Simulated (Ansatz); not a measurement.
Input, command and steps of an Ansatz relaxation.

```yaml
crystal:
  lattice:
    - [6.506253508, 0.0, 0.0]
    - [-3.253126754, 5.6345808214, 0.0]
    - [0.0, 0.0, 5.2222723051]
  atoms:
    - { symbol: Ca, position: [0.833, 0.666, 0.25] }
    - { symbol: Ca, position: [0.167, 0.833, 0.75] }
    - { symbol: Ca, position: [0.334, 0.167, 0.25] }
    - { symbol: Ca, position: [0.167, 0.334, 0.75] }
    - { symbol: Ca, position: [0.833, 0.167, 0.25] }
    - { symbol: Ca, position: [0.666, 0.833, 0.75] }
    - { symbol: Ni, position: [0.3333333333, 0.6666666667, 0.25] }
    - { symbol: Ni, position: [0.6666666667, 0.3333333333, 0.75] }
basis:
  ecutwfc: 420
kpoints:
  mp_grid: { grid: [3, 3, 4] }
hamiltonian:
  xc: pbe
scf:
  occupations: { method: gaussian, width: 0.1 }
  lower_state_search: "off"
output:
  forces: true
  stress: true
  eigenvalues: true
relax:
  adjacent_minimum: "off"
  f_tol: 0.04
  max_steps: 70
  cell: { stress_tol: 0.4 }
```

```bash
ansatz run input.yaml --threads 1 --pin off --max-ram 2560MiB --backend cpu --events-out ev --progress --plain --runs-dir out
```

Theory: DFT PBE, scalar-relativistic, plane waves, PAW in Ansatz 0.2.0.

Of 9 frames 8 are shown, positions in Å and forces in eV/Å; the SCF threshold varies from step to step. Steps run on the plane waves of an earlier cell, with a Pulay correction in the pressure. The basis is chosen afresh for the last frame, the zero of the energies, and at times for earlier ones too; energy and pressure step there, also at an unchanged geometry.

```xyz
8
Lattice="6.5063 0.0000 0.0000 -3.2531 5.6346 0.0000 0.0000 0.0000 5.2223" Properties=species:S:1:pos:R:3:forces:R:3 pbc="T T T" step=1 free_energy_over_end_meV_per_atom=115.96 pressure_GPa=6.45
Ca    3.2531    3.7526    1.3056    0.0000   -0.9359    0.0000
Ca   -1.6233    4.6936    3.9167    0.8105   -0.4680    0.0000
Ca    1.6298    0.9410    1.3056    0.8105    0.4680    0.0000
Ca    0.0000    1.8820    3.9167    0.0000    0.9359    0.0000
Ca    4.8764    0.9410    1.3056   -0.8105    0.4680    0.0000
Ca    1.6233    4.6936    3.9167   -0.8105   -0.4680    0.0000
Ni    0.0000    3.7564    1.3056    0.0000    0.0000    0.0000
Ni    3.2531    1.8782    3.9167    0.0000    0.0000    0.0000
8
Lattice="6.7862 0.0000 0.0000 -3.3931 5.8770 0.0000 0.0000 0.0000 5.4769" Properties=species:S:1:pos:R:3:forces:R:3 pbc="T T T" step=2 free_energy_over_end_meV_per_atom=37.32 pressure_GPa=1.31
Ca    3.3931    3.7482    1.3692    0.0000    0.7542    0.0000
Ca   -1.5495    4.8126    4.1077   -0.6532    0.3771    0.0000
Ca    1.8436    1.0644    1.3692   -0.6532   -0.3771    0.0000
Ca    0.0000    2.1288    4.1077    0.0000   -0.7542    0.0000
Ca    4.9426    1.0644    1.3692    0.6532   -0.3771    0.0000
Ca    1.5495    4.8126    4.1077    0.6532    0.3771    0.0000
Ni    0.0000    3.9180    1.3692    0.0000    0.0000    0.0000
Ni    3.3931    1.9590    4.1077    0.0000    0.0000    0.0000
8
Lattice="6.8825 0.0000 0.0000 -3.4412 5.9604 0.0000 0.0000 0.0000 5.4171" Properties=species:S:1:pos:R:3:forces:R:3 pbc="T T T" step=3 free_energy_over_end_meV_per_atom=8.63 pressure_GPa=0.77
Ca    3.4412    3.8574    1.3543    0.0000    0.1350    0.0000
Ca   -1.6200    4.9089    4.0628   -0.1169    0.0675    0.0000
Ca    1.8212    1.0515    1.3543   -0.1169   -0.0675    0.0000
Ca    0.0000    2.1030    4.0628    0.0000   -0.1350    0.0000
Ca    5.0613    1.0515    1.3543    0.1169   -0.0675    0.0000
Ca    1.6200    4.9089    4.0628    0.1169    0.0675    0.0000
Ni    0.0000    3.9736    1.3543    0.0000    0.0000    0.0000
Ni    3.4412    1.9868    4.0628    0.0000    0.0000    0.0000
8
Lattice="6.9884 0.0000 0.0000 -3.4942 6.0522 0.0000 0.0000 0.0000 5.3744" Properties=species:S:1:pos:R:3:forces:R:3 pbc="T T T" step=4 free_energy_over_end_meV_per_atom=3.63 pressure_GPa=0.17
Ca    3.4942    3.9260    1.3436    0.0000   -0.0357    0.0000
Ca   -1.6529    4.9891    4.0308    0.0309   -0.0179    0.0000
Ca    1.8413    1.0631    1.3436    0.0309    0.0179    0.0000
Ca    0.0000    2.1262    4.0308    0.0000    0.0357    0.0000
Ca    5.1471    1.0631    1.3436   -0.0309    0.0179    0.0000
Ca    1.6529    4.9891    4.0308   -0.0309   -0.0179    0.0000
Ni    0.0000    4.0348    1.3436    0.0000    0.0000    0.0000
Ni    3.4942    2.0174    4.0308    0.0000    0.0000    0.0000
8
Lattice="6.9884 0.0000 0.0000 -3.4942 6.0522 0.0000 0.0000 0.0000 5.3744" Properties=species:S:1:pos:R:3:forces:R:3 pbc="T T T" step=5 free_energy_over_end_meV_per_atom=2.80 pressure_GPa=0.25
Ca    3.4942    3.9260    1.3436    0.0000   -0.0360    0.0000
Ca   -1.6529    4.9891    4.0308    0.0312   -0.0180    0.0000
Ca    1.8413    1.0631    1.3436    0.0312    0.0180    0.0000
Ca    0.0000    2.1262    4.0308    0.0000    0.0360    0.0000
Ca    5.1471    1.0631    1.3436   -0.0312    0.0180    0.0000
Ca    1.6529    4.9891    4.0308   -0.0312   -0.0180    0.0000
Ni    0.0000    4.0348    1.3436    0.0000    0.0000    0.0000
Ni    3.4942    2.0174    4.0308    0.0000    0.0000    0.0000
8
Lattice="7.0670 0.0000 0.0000 -3.5335 6.1202 0.0000 0.0000 0.0000 5.3207" Properties=species:S:1:pos:R:3:forces:R:3 pbc="T T T" step=6 free_energy_over_end_meV_per_atom=1.20 pressure_GPa=-0.04
Ca    3.5335    3.9622    1.3302    0.0000   -0.0628    0.0000
Ca   -1.6646    5.0412    3.9905    0.0544   -0.0314    0.0000
Ca    1.8689    1.0790    1.3302    0.0544    0.0314    0.0000
Ca    0.0000    2.1581    3.9905    0.0000    0.0628    0.0000
Ca    5.1981    1.0790    1.3302   -0.0544    0.0314    0.0000
Ca    1.6646    5.0412    3.9905   -0.0544   -0.0314    0.0000
Ni    0.0000    4.0801    1.3302    0.0000    0.0000    0.0000
Ni    3.5335    2.0401    3.9905    0.0000    0.0000    0.0000
8
Lattice="7.1212 0.0000 0.0000 -3.5606 6.1671 0.0000 0.0000 0.0000 5.2590" Properties=species:S:1:pos:R:3:forces:R:3 pbc="T T T" step=7 free_energy_over_end_meV_per_atom=0.38 pressure_GPa=-0.08
Ca    3.5606    3.9785    1.3147    0.0000   -0.0433    0.0000
Ca   -1.6651    5.0728    3.9442    0.0375   -0.0216    0.0000
Ca    1.8955    1.0943    1.3147    0.0375    0.0216    0.0000
Ca    0.0000    2.1887    3.9442    0.0000    0.0433    0.0000
Ca    5.2258    1.0943    1.3147   -0.0375    0.0216    0.0000
Ca    1.6651    5.0728    3.9442   -0.0375   -0.0216    0.0000
Ni    0.0000    4.1114    1.3147    0.0000    0.0000    0.0000
Ni    3.5606    2.0557    3.9442    0.0000    0.0000    0.0000
8
Lattice="7.1501 0.0000 0.0000 -3.5750 6.1921 0.0000 0.0000 0.0000 5.2052" Properties=species:S:1:pos:R:3:forces:R:3 pbc="T T T" step=9 free_energy_over_end_meV_per_atom=0.00 pressure_GPa=0.03
Ca    3.5750    3.9797    1.3013    0.0000    0.0003    0.0000
Ca   -1.6590    5.0859    3.9039   -0.0003    0.0002    0.0000
Ca    1.9160    1.1062    1.3013   -0.0003   -0.0002    0.0000
Ca    0.0000    2.2124    3.9039    0.0000   -0.0003    0.0000
Ca    5.2340    1.1062    1.3013    0.0003   -0.0002    0.0000
Ca    1.6590    5.0859    3.9039    0.0003    0.0002    0.0000
Ni    0.0000    4.1281    1.3013    0.0000    0.0000    0.0000
Ni    3.5750    2.0640    3.9039    0.0000    0.0000    0.0000
```

The start puts this composition into another compound's structure type, which needn't suit it. At the end the space group is P6_3/mmc (tolerance 0.05 Å).

It took 89 s on 1 thread of Intel(R) Xeon(R) Platinum 8259CL CPU @ 2.50GHz (Skylake/Cascade Lake), with other jobs on the host, peak memory 0.55 GiB.

The k mesh is coarse. Spin polarisation was left out, and a magnetic state may lie lower.